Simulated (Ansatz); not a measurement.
An Ansatz (an electronic-structure program) run. Input:

Ansatz 0.2 input:
```yaml
crystal:
  lattice:
    - [-1.6263788535, 1.6263788535, 1.6263788535]
    - [1.6263788535, -1.6263788535, 1.6263788535]
    - [1.6263788535, 1.6263788535, -1.6263788535]
  atoms:
    - { symbol: Ta, position: [0.0, 0.0, 0.0] }
kpoints:
  mp_grid: { grid: [37, 37, 37] }
hamiltonian:
  xc: lda
  pseudopotentials: { kind: paw }
scf:
  occupations: { method: fermi_dirac, width: 0.1 }
elastic: { mode: relaxed_ion, stencil: two_point, amplitude: 0.005, f_tol: 0.0005 }
```

Output (shortened):

```
Pseudopotential: Ta, paw, valence charge 13
Functional definition: SPW92
Crystal: 1 atoms, lattice volume = 17.208 Å³
Basis set: ecut = 420 eV, 321 PW (Γ)
Bands: 11, of which v1, the nominal top of the filled ones, is band 7 counted from 1 (6 counted from 0)
Symmetry: 48 space group operations
Space group: Im-3m (ITA 229), of the structure as read, at distance tolerance 2.6e-5 Å
k-points: 1330 of 50653
SCF iter   1: F=—  HF=-9682.632761 eV  |F-HF|=—  |Δ(HF+E_count)|=         —  Δρ=5.11e-3  dr2=3.33e-3  ethr=1.77e-3  ⟨swp⟩=5.2  Hψ=82803  notcnv=0
preconditioner: auto → none
SCF iter   2: F=—  HF=-9682.631505 eV  |F-HF|=—  |Δ(HF+E_count)|=   1.26e-3  Δρ=2.10e-3  dr2=3.31e-4  ethr=2.56e-5  ⟨swp⟩=1.4  Hψ=26920  notcnv=0
SCF iter   3: F=—  HF=-9682.631484 eV  |F-HF|=—  |Δ(HF+E_count)|=   2.13e-5  Δρ=4.83e-4  dr2=1.25e-5  ethr=2.55e-6  ⟨swp⟩=1.1  Hψ=14925  notcnv=0
SCF iter   4: F=—  HF=-9682.631484 eV  |F-HF|=—  |Δ(HF+E_count)|=   6.90e-7  Δρ=2.28e-5  dr2=3.81e-8  ethr=9.59e-8  ⟨swp⟩=1.3  Hψ=15325  notcnv=0
SCF iter   5: F=—  HF=-9682.631484 eV  |F-HF|=—  |Δ(HF+E_count)|=   1.13e-7  Δρ=5.33e-6  dr2=5.71e-9  ethr=2.93e-10  ⟨swp⟩=2.4  Hψ=24255  notcnv=0
SCF iter   6: F=—  HF=-9682.631484 eV  |F-HF|=—  |Δ(HF+E_count)|=   2.83e-9  Δρ=9.99e-7  dr2=1.87e-10  ethr=4.39e-11  ⟨swp⟩=2.2  Hψ=21316  notcnv=0
SCF iter   7: F=—  HF=-9682.631484 eV  |F-HF|=—  |Δ(HF+E_count)|=  9.09e-11  Δρ=1.22e-7  dr2=9.37e-13  ethr=1.44e-12  ⟨swp⟩=2.4  Hψ=22198  notcnv=0
SCF iter   8: F=-9682.631484 eV  HF=-9682.631484 eV  |F-HF|=3.64e-12  |Δ(HF+E_count)|=  3.64e-12  Δρ=8.38e-9  dr2=1.03e-14  ethr=1.00e-12  ⟨swp⟩=4.4  Hψ=44855  notcnv=0
SCF 1 converged in 8 iterations: F = -9682.631484 eV  dr2 = 1.03e-14
Crystal: 1 atoms, lattice volume = 17.122 Å³
Symmetry: 16 space group operations
k-points: 3610 of 50653
iter 1 solved again at ethr=1.77e-7 eV; its pass at ethr=3.10e-3 eV (dr2=2.30e-5 eV) is discarded
SCF iter   1: F=—  HF=-9682.630925 eV  |F-HF|=—  |Δ(HF+E_count)|=         —  Δρ=4.45e-4  dr2=1.56e-5  ethr=1.77e-7  ⟨swp⟩=3.0  Hψ=292829  notcnv=0  defer=126
preconditioner: auto → none
SCF iter   2: F=—  HF=-9682.630924 eV  |F-HF|=—  |Δ(HF+E_count)|=   1.10e-6  Δρ=2.05e-4  dr2=2.83e-6  ethr=1.20e-7  ⟨swp⟩=1.0  Hψ=39565  notcnv=0  defer=126
SCF iter   3: F=—  HF=-9682.630924 eV  |F-HF|=—  |Δ(HF+E_count)|=   3.70e-7  Δρ=1.81e-5  dr2=2.78e-8  ethr=2.18e-8  ⟨swp⟩=1.0  Hψ=39565  notcnv=0  defer=126
SCF iter   4: F=—  HF=-9682.630924 eV  |F-HF|=—  |Δ(HF+E_count)|=   1.14e-7  Δρ=2.34e-6  dr2=4.45e-10  ethr=2.14e-10  ⟨swp⟩=2.8  Hψ=63693  notcnv=0  defer=126
SCF iter   5: F=—  HF=-9682.630924 eV  |F-HF|=—  |Δ(HF+E_count)|=  3.82e-11  Δρ=4.94e-7  dr2=9.83e-12  ethr=3.42e-12  ⟨swp⟩=2.1  Hψ=58995  notcnv=0  defer=126
SCF iter   6: F=—  HF=-9682.630924 eV  |F-HF|=—  |Δ(HF+E_count)|=  7.28e-12  Δρ=3.65e-8  dr2=2.02e-13  ethr=7.56e-14 (applied; sched 1.00e-12)  ⟨swp⟩=1.4  Hψ=46017  notcnv=0  defer=144
SCF iter   7: F=-9682.630924 eV  HF=-9682.630924 eV  |F-HF|=7.28e-12  |Δ(HF+E_count)|=  3.64e-12  Δρ=1.86e-9  dr2=2.90e-16  ethr=1.00e-12  ⟨swp⟩=4.0  Hψ=120281  notcnv=0
SCF 2 converged in 7 iterations: F = -9682.630924 eV  dr2 = 2.90e-16
Crystal: 1 atoms, lattice volume = 17.294 Å³
iter 1 solved again at ethr=1.24e-9 eV; its pass at ethr=3.10e-3 eV (dr2=1.62e-7 eV) is discarded
SCF iter   1: F=—  HF=-9682.631228 eV  |F-HF|=—  |Δ(HF+E_count)|=         —  Δρ=2.07e-4  dr2=1.61e-7  ethr=1.24e-9  ⟨swp⟩=2.1  Hψ=264857  notcnv=0  defer=111
preconditioner: auto → none
SCF iter   2: F=—  HF=-9682.631230 eV  |F-HF|=—  |Δ(HF+E_count)|=   2.46e-6  Δρ=1.04e-4  dr2=3.97e-8  ethr=1.24e-9  ⟨swp⟩=1.0  Hψ=39572  notcnv=0  defer=111
SCF iter   3: F=—  HF=-9682.631231 eV  |F-HF|=—  |Δ(HF+E_count)|=   8.19e-7  Δρ=8.61e-7  dr2=7.02e-11  ethr=3.05e-10  ⟨swp⟩=1.0  Hψ=39572  notcnv=0  defer=111
SCF iter   4: F=—  HF=-9682.631231 eV  |F-HF|=—  |Δ(HF+E_count)|=  9.09e-12  Δρ=1.13e-7  dr2=2.31e-13  ethr=5.40e-13 (applied; sched 1.00e-12)  ⟨swp⟩=2.0  Hψ=58822  notcnv=0  defer=137
SCF iter   5: F=-9682.631231 eV  HF=-9682.631231 eV  |F-HF|=3.64e-12  |Δ(HF+E_count)|=  5.46e-12  Δρ=1.66e-8  dr2=1.13e-14  ethr=1.00e-12  ⟨swp⟩=4.0  Hψ=118868  notcnv=0
SCF 3 converged in 5 iterations: F = -9682.631231 eV  dr2 = 1.13e-14
Crystal: 1 atoms, lattice volume = 17.208 Å³
Symmetry: 8 space group operations
k-points: 6859 of 50653
iter 1 solved again at ethr=2.60e-7 eV; its pass at ethr=3.10e-3 eV (dr2=3.38e-5 eV) is discarded
SCF iter   1: F=—  HF=-9682.631413 eV  |F-HF|=—  |Δ(HF+E_count)|=         —  Δρ=6.68e-4  dr2=6.09e-5  ethr=2.60e-7  ⟨swp⟩=2.0  Hψ=507306  notcnv=0  defer=208
preconditioner: auto → none
SCF iter   2: F=—  HF=-9682.631391 eV  |F-HF|=—  |Δ(HF+E_count)|=   2.18e-5  Δρ=2.07e-4  dr2=3.50e-6  ethr=2.60e-7  ⟨swp⟩=2.7  Hψ=115512  notcnv=0  defer=208
SCF iter   3: F=—  HF=-9682.631390 eV  |F-HF|=—  |Δ(HF+E_count)|=   1.38e-6  Δρ=4.99e-5  dr2=1.28e-7  ethr=2.26e-8  ⟨swp⟩=1.7  Hψ=88582  notcnv=0  defer=208
SCF iter   4: F=—  HF=-9682.631390 eV  |F-HF|=—  |Δ(HF+E_count)|=   7.02e-8  Δρ=1.04e-6  dr2=1.07e-10  ethr=8.27e-10  ⟨swp⟩=1.1  Hψ=76367  notcnv=0  defer=208
SCF iter   5: F=—  HF=-9682.631390 eV  |F-HF|=—  |Δ(HF+E_count)|=  6.55e-11  Δρ=2.24e-7  dr2=2.41e-12  ethr=6.93e-13 (applied; sched 1.00e-12)  ⟨swp⟩=2.0  Hψ=121723  notcnv=0  defer=228
SCF iter   6: F=—  HF=-9682.631390 eV  |F-HF|=—  |Δ(HF+E_count)|=  5.46e-12  Δρ=4.48e-8  dr2=1.60e-13  ethr=1.00e-12  ⟨swp⟩=5.0  Hψ=257282  notcnv=0
SCF iter   7: F=-9682.631390 eV  HF=-9682.631390 eV  |F-HF|=5.46e-12  |Δ(HF+E_count)|=  3.64e-12  Δρ=5.05e-9  dr2=2.74e-15  ethr=1.00e-12  ⟨swp⟩=4.0  Hψ=212177  notcnv=0
SCF 4 converged in 7 iterations: F = -9682.631390 eV  dr2 = 2.74e-15
Crystal: 1 atoms, lattice volume = 17.208 Å³
iter 1 solved again at ethr=5.99e-10 eV; its pass at ethr=3.10e-3 eV (dr2=7.78e-8 eV) is discarded
SCF iter   1: F=—  HF=-9682.631388 eV  |F-HF|=—  |Δ(HF+E_count)|=         —  Δρ=1.31e-4  dr2=7.81e-8  ethr=5.99e-10  ⟨swp⟩=1.9  Hψ=494196  notcnv=0  defer=170
preconditioner: auto → none
SCF iter   2: F=—  HF=-9682.631389 eV  |F-HF|=—  |Δ(HF+E_count)|=   9.69e-7  Δρ=6.56e-5  dr2=1.76e-8  ethr=5.99e-10  ⟨swp⟩=1.0  Hψ=75218  notcnv=0  defer=170
SCF iter   3: F=—  HF=-9682.631390 eV  |F-HF|=—  |Δ(HF+E_count)|=   3.23e-7  Δρ=2.86e-6  dr2=1.79e-10  ethr=1.35e-10  ⟨swp⟩=1.0  Hψ=75218  notcnv=0  defer=170
SCF iter   4: F=—  HF=-9682.631390 eV  |F-HF|=—  |Δ(HF+E_count)|=  4.80e-10  Δρ=2.33e-7  dr2=6.21e-13  ethr=1.38e-12  ⟨swp⟩=2.0  Hψ=110374  notcnv=0  defer=170
SCF iter   5: F=-9682.631390 eV  HF=-9682.631390 eV  |F-HF|=5.46e-12  |Δ(HF+E_count)|=  5.46e-12  Δρ=2.48e-8  dr2=2.59e-14  ethr=1.00e-12  ⟨swp⟩=4.2  Hψ=235664  notcnv=0
SCF 5 converged in 5 iterations: F = -9682.631390 eV  dr2 = 2.59e-14
SCF converged after 8 iterations
Free energy (F): -9682.631484 eV
Harris-Foulkes:  -9682.631484 eV  (|F-HF|=3.64e-12)
Internal energy: -9682.589769 eV  (E = F + TS)
E sigma→0 (E₀):  -9682.610627 eV
Entropy (-TS):   -0.041715 eV (-41.715 meV/atom)
Fermi energy:    19.284439 eV
--- Per-component energies (eV) ---
  E_band       = -94.478578
  E_kinetic    = 368.050460
  E_local      = -527.743481  (includes V_loc(G=0)·N_el)
  E_nonlocal   = 21.185658
  E_hartree    = 183.657107
  E_xc         = -217.429018
  E_vxc        = -204.831269  (∫ρ·V_xc dr)
  E_paw        = -8149.229204  (= ΣΔE_a)
  E_vpaw       = -118.454295  (= ΣTr[D̂ρ^β])
  E_aug_tail   = 0.000133  (compensation charges beyond the density's cutoff)
  E_ewald      = -1361.340327
  E_core_change = 0.258903  (= ΣΔE_core)
  E_smearing   = -0.041715  (= −TS)
  E_closure    = 0.000000  (closes the sum)
  Σ components = -9682.631484   (vs F -9682.631484, Δ=0.00e0)
  [band-id]    e_kinetic+e_local+e_nonlocal+2·e_hartree+e_vxc+e_vpaw+e_augmentation_tail = -94.478580   (vs E_band -94.478578, Δ=-2.51e-6)
--- Forces (eV/Å), atoms counted from 1 ---
  atom   1  Ta     0.00000000     0.00000000     0.00000000
  max |Σ_I F_I| component: 0.0 eV/Å
--- Stress (GPa, compression-positive) ---
        0.278603       0.000000       0.000000
        0.000000       0.278603       0.000000
        0.000000       0.000000       0.278603
  P = ⅓ Tr σ = 0.2786 GPa (2.786 kbar)
--- Band table (eV; the first three rows and the last of 1330) ---
  k-point 0: bands = ["-47.6783", "-13.5490", "-13.5490", "-13.5490", "11.2401", "19.9522", "19.9522", "19.9522", "23.3722", "23.3722", "34.1716"]
  k-point 1: bands = ["-47.6773", "-13.5599", "-13.5523", "-13.5491", "11.2750", "19.9292", "19.9467", "19.9863", "23.3315", "23.3720", "34.2041"]
  k-point 2: bands = ["-47.6743", "-13.5920", "-13.5621", "-13.5493", "11.3787", "19.8616", "19.9284", "20.0886", "23.2195", "23.3719", "34.2985"]
  k-point 1329: bands = ["-47.4311", "-14.4995", "-14.4976", "-14.4976", "15.1982", "15.2033", "26.3015", "26.3015", "26.4254", "28.3113", "28.5338"]
--- Elastic constants: 2 strain directions × 2 members + reference (group order 48) ---
  dense FFT box of the reference and of every strained cell: 20×20×20
  strains applied: 11, 23; error gains: componentwise 1.00 (the most a stress slope's error grows in a printed constant), spectral 1.73 (1 for all six strains …
  C = ∂σ_k/∂η_j (tension-positive GPa; Voigt order 11 22 33 23 13 12):
       303.203    175.934    175.934      0.000      0.000      0.000
       175.934    303.203    175.934      0.000      0.000      0.000
       175.934    175.934    303.203      0.000      0.000      0.000
         0.000      0.000      0.000     70.558      0.000      0.000
         0.000      0.000      0.000      0.000     70.558      0.000
         0.000      0.000      0.000      0.000      0.000     70.558
  reference stress σ⁰ (GPa):     -0.279     -0.279     -0.279      0.000      0.000      0.000
  C* (energy form; C + prestress term) asymmetry max|C*_kj − C*_jk| = 2.842e-14 GPa — a small one proves nothing (zero by symmetry where the batch's group is …
  moduli (Voigt/Reuss/Hill, GPa): K = 218.36/218.36/218.36   G = 67.79/67.62/67.70   E = 184.08   ν = 0.359
  mechanically stable: yes (min eigenvalue of sym C = 70.56 GPa)
  where every solve meets its electron count the energy-path curvature estimates C_jj along a normal strain and C_jj − ¼(σ⁰_aa + σ⁰_bb) along a shear (ab), of …
  strain η (Voigt 11):  stress-route row diagonal C_11 = 303.20 GPa, energy-path curvature d²(F+E_count+ΔE)/dδ²/Ω₀ = 303.15 GPa
         δ    σ_11 (GPa)             F (eV)   n_scf  n_hpsi   n_pw
    -5.000e-3      -1.8164       -9682.6309238       7  704505    370   relax 0 steps, max|allowed force component| 0.00e0 eV/Å
     5.000e-3       1.2156       -9682.6312311       5  565251    370   relax 0 steps, max|allowed force component| 0.00e0 eV/Å
  strain η (Voigt 23):  stress-route row diagonal C_44 = 70.56 GPa, energy-path curvature d²(F+E_count+ΔE)/dδ²/Ω₀ = 70.67 GPa
         δ    σ_23 (GPa)             F (eV)   n_scf  n_hpsi   n_pw
    -5.000e-3      -0.3528       -9682.6313896       7  1461663    370   relax 0 steps, max|allowed force component| 0.00e0 eV/Å
     5.000e-3       0.3528       -9682.6313896       5  1073356    370   relax 0 steps, max|allowed force component| 0.00e0 eV/Å
```

Cost: around 7 core-minutes (rough) on shared cores.

The cell was relaxed with LDA under the symmetry of its start. No spin polarisation was allowed. As this level gives no gap, shear constants depend on the k-mesh and smearing (Fermi–Dirac, 0.1 eV here). Scalar-relativistic: spin–orbit coupling is off unless named, which matters more the heavier the elements.

Potentials: the later of the program's two PAW sets.

Ansatz is a plane-wave DFT program.
